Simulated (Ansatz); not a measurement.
Consider the following.

ZnS:
```yaml
crystal:
  lattice:
    - [3.84516, 0.00000, 0.00000]
    - [-1.92258, 3.33000, 0.00000]
    - [0.00000, 0.00000, 6.30554]
  atoms:
    - { symbol: Zn, position: [0.66667, 0.33333, 0.99986] }
    - { symbol: Zn, position: [0.33333, 0.66667, 0.49986] }
    - { symbol: S, position: [0.66667, 0.33333, 0.62534] }
    - { symbol: S, position: [0.33333, 0.66667, 0.12534] }
```

This is the PBE-relaxed structure. Tensor components refer to the Cartesian frame of this cell.

Task: All from PBE (plane waves, PAW; program Ansatz), unless another level is named. Estimate the hole effective mass, band 2 of 2 at the edge.

Result: 0.17 along x, 1.6 along z (mₑ).

Task: Predict the electron effective mass.

Result: 0.16, 0.18, 0.18 mₑ (principal values).

Task: And the valence-band maximum?

Result: at Γ.

Space group P6_3mc (wurtzite). Symmetry was held in the PBE relaxation.

Potentials: the later of the program's two PAW sets.

Edges and masses are those of Kohn–Sham bands, whose gap is no quasiparticle gap.
